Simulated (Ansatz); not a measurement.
Relaxation of a generated cell, Mo2C placed in the AFLOW prototype A2B_oF24_70_e_a (C54, as in TiSi2); 6 atoms in the cell, which starts as Fddd, origin choice 1 (No. 70), oF24; a = 4.6028 Å, b = 7.9275 Å, c = 8.1993 Å, α = β = γ = 90.00°. Level of theory: PBE (plane waves to 420 eV, PAW, scalar-relativistic; Ansatz, a quantum-chemistry and plane-wave program). Γ-centred k-mesh 7×7×7 on the run's cell (coarser than for final values), Fermi–Dirac smearing 0.05 eV. This is the first round of the run. 

The optimiser's lines from the output (shortened; P is positive under compression):

```
relax step   1: F+E_penalty+E_count = -20319.73416958 eV  Δ(F+E_penalty+E_count) = +0.000e0 eV  max|allowed force component| = 1.428e0 eV/Å  Δτ_max = 0.0000 Å  P = +1.493 GPa  Ω = 74.797 Å³  (6 SCF iters, dr2 threshold 1.00e-7 eV, accepted)
relax step   2: F+E_penalty+E_count = -20320.42643495 eV  Δ(F+E_penalty+E_count) = -6.923e-1 eV  max|allowed force component| = 1.484e0 eV/Å  Δτ_max = 0.0951 Å  P = +0.474 GPa  Ω = 73.895 Å³  (6 SCF iters, dr2 threshold 6.00e-7 eV, accepted)
relax step   3: F+E_penalty+E_count = -20321.75950379 eV  Δ(F+E_penalty+E_count) = -1.333e0 eV  max|allowed force component| = 1.141e0 eV/Å  Δτ_max = 0.1977 Å  P = +5.048 GPa  Ω = 72.669 Å³  (6 SCF iters, dr2 threshold 6.00e-7 eV, accepted)
relax step   4: F+E_penalty+E_count = -20322.53384807 eV  Δ(F+E_penalty+E_count) = -7.743e-1 eV  max|allowed force component| = 1.577e0 eV/Å  Δτ_max = 0.0599 Å  P = -2.715 GPa  Ω = 74.910 Å³  (6 SCF iters, dr2 threshold 6.00e-7 eV, accepted)
relax step   5: F+E_penalty+E_count = -20323.32501621 eV  Δ(F+E_penalty+E_count) = -7.912e-1 eV  max|allowed force component| = 1.251e0 eV/Å  Δτ_max = 0.0733 Å  P = -6.172 GPa  Ω = 76.359 Å³  (6 SCF iters, dr2 threshold 6.00e-7 eV, accepted)
relax step   6: F+E_penalty+E_count = -20324.09151269 eV  Δ(F+E_penalty+E_count) = -7.665e-1 eV  max|allowed force component| = 3.997e-2 eV/Å  Δτ_max = 0.1037 Å  P = -1.668 GPa  Ω = 75.943 Å³  (6 SCF iters, dr2 threshold 6.00e-7 eV, accepted)
relax step   7: F+E_penalty+E_count = -20324.85879921 eV  Δ(F+E_penalty+E_count) = -7.673e-1 eV  max|allowed force component| = 2.756e-1 eV/Å  Δτ_max = 0.0493 Å  P = +1.156 GPa  Ω = 74.692 Å³  (6 SCF iters, dr2 threshold 6.00e-7 eV, accepted)
relax step   8: F+E_penalty+E_count = -20325.64740286 eV  Δ(F+E_penalty+E_count) = -7.886e-1 eV  max|allowed force component| = 5.727e-1 eV/Å  Δτ_max = 0.0410 Å  P = +4.270 GPa  Ω = 73.351 Å³  (6 SCF iters, dr2 threshold 6.00e-7 eV, accepted)
relax step   9: F+E_penalty+E_count = -20326.05600484 eV  Δ(F+E_penalty+E_count) = -4.086e-1 eV  max|allowed force component| = 9.253e-2 eV/Å  Δτ_max = 0.0134 Å  P = +6.413 GPa  Ω = 72.204 Å³  (6 SCF iters, dr2 threshold 6.00e-7 eV, accepted)
relax step  10: F+E_penalty+E_count = -20326.08207725 eV  Δ(F+E_penalty+E_count) = -2.607e-2 eV  max|allowed force component| = 1.349e-1 eV/Å  Δτ_max = 0.0164 Å  P = +0.506 GPa  Ω = 73.674 Å³  (6 SCF iters, dr2 threshold 6.00e-7 eV, accepted)
relax step  11: F+E_penalty+E_count = -20326.08417848 eV  Δ(F+E_penalty+E_count) = -2.101e-3 eV  max|allowed force component| = 3.330e-2 eV/Å  Δτ_max = 0.0088 Å  P = -0.063 GPa  Ω = 73.721 Å³  (6 SCF iters, dr2 threshold 6.00e-7 eV, accepted)
relax step  12: F+E_penalty+E_count = -20326.08476296 eV  Δ(F+E_penalty+E_count) = -5.845e-4 eV  max|allowed force component| = 3.548e-4 eV/Å  Δτ_max = 0.0012 Å  P = -0.156 GPa  Ω = 73.726 Å³  (6 SCF iters, dr2 threshold 6.00e-7 eV, accepted)
relax step  13: F+E_penalty+E_count = -20326.08483600 eV  Δ(F+E_penalty+E_count) = -7.304e-5 eV  max|allowed force component| = 1.522e-4 eV/Å  Δτ_max = 0.0000 Å  P = -0.003 GPa  Ω = 73.699 Å³  (6 SCF iters, dr2 threshold 3.20e-7 eV, accepted)
relax step  14: F+E_penalty+E_count = -20326.34481444 eV  Δ(F+E_penalty+E_count) = -2.600e-1 eV  max|allowed force component| = 2.557e-3 eV/Å  Δτ_max = 0.0000 Å  P = +3.856 GPa  Ω = 73.699 Å³  stress off target by 1.03e1 GPa  SCF on the basis re-selected at this cell (its energy is not comparable with the rows above)  (7 SCF iters)
relax step  15: F+E_penalty+E_count = -20326.39761480 eV  Δ(F+E_penalty+E_count) = -5.280e-2 eV  max|allowed force component| = 8.109e-3 eV/Å  Δτ_max = 0.0010 Å  P = +0.804 GPa  Ω = 74.406 Å³  (6 SCF iters, dr2 threshold 6.00e-7 eV, accepted)
relax step  16: F+E_penalty+E_count = -20326.40019503 eV  Δ(F+E_penalty+E_count) = -2.580e-3 eV  max|allowed force component| = 3.946e-3 eV/Å  Δτ_max = 0.0000 Å  P = +0.034 GPa  Ω = 74.601 Å³  (6 SCF iters, dr2 threshold 6.00e-7 eV, accepted)
relax step  17: F+E_penalty+E_count = -20326.40018913 eV  Δ(F+E_penalty+E_count) = +5.896e-6 eV  max|allowed force component| = 2.752e-4 eV/Å  Δτ_max = 0.0002 Å  P = +0.005 GPa  Ω = 74.613 Å³  (6 SCF iters, dr2 threshold 2.38e-8 eV, accepted)
relax step  18: F+E_penalty+E_count = -20326.40151734 eV  Δ(F+E_penalty+E_count) = -1.328e-3 eV  max|allowed force component| = 2.237e-4 eV/Å  Δτ_max = 0.0000 Å  P = +0.020 GPa  Ω = 74.613 Å³  stress off target by 5.67e-2 GPa  SCF on the basis re-selected at this cell (its energy is not comparable with the rows above)  (9 SCF iters)
relax step  19: F+E_penalty+E_count = -20326.40151287 eV  Δ(F+E_penalty+E_count) = +4.471e-6 eV  max|allowed force component| = 4.162e-4 eV/Å  Δτ_max = 0.0001 Å  P = +0.001 GPa  Ω = 74.618 Å³  (7 SCF iters, dr2 threshold 8.03e-9 eV, accepted)
relax step  20: F+E_penalty+E_count = -20326.40151664 eV  Δ(F+E_penalty+E_count) = -3.773e-6 eV  max|allowed force component| = 4.143e-4 eV/Å  Δτ_max = 0.0000 Å  P = +0.001 GPa  Ω = 74.618 Å³  stress off target by 3.49e-3 GPa  SCF on the basis re-selected at this cell (its energy is not comparable with the rows above)  (8 SCF iters)
```

From the first to the last row the energy changes by -1.11 eV/atom and the volume by -0.2 %. The last row is marked as not comparable with the walk above it, whose basis was carried along; it does compare with step 1, since both stand on a basis selected at the nominal cutoff for their own cell.

Energy and pressure jump between steps 13 and 14 at one geometry, where the plane-wave basis was selected anew. While the cell walks, the set of plane waves is carried along, so its effective cutoff drifts with the strain; re-selecting it at 420 eV moved the energy by -0.043 eV/atom and the pressure by 3.9 GPa. Only step 1 and rows on a re-selected basis compare with each other.

Later rounds, restarted from the end of this one on a renewed k-mesh, logged 4 more steps and released under 0.01 eV/atom more. The final structure after all rounds: I4₁/amd, origin choice 1 (No. 141), tI12; a = 4.299 Å, b = 4.299 Å, c = 8.077 Å, α = 90.00°, β = 90.00°, γ = 90.00°. Between re-selections the logged energies stand on a plane-wave basis carried along with the cell. No spin polarisation in the result.

The run could not lose the symmetry of its start; a randomly shaken copy of 12 atoms returns to this structure.

The relaxed structure here is a generated cell of Mo2C: the first start was made by placing the elements on the sites of a structure type, and the end was not matched to a known phase here, so it may be hypothetical.
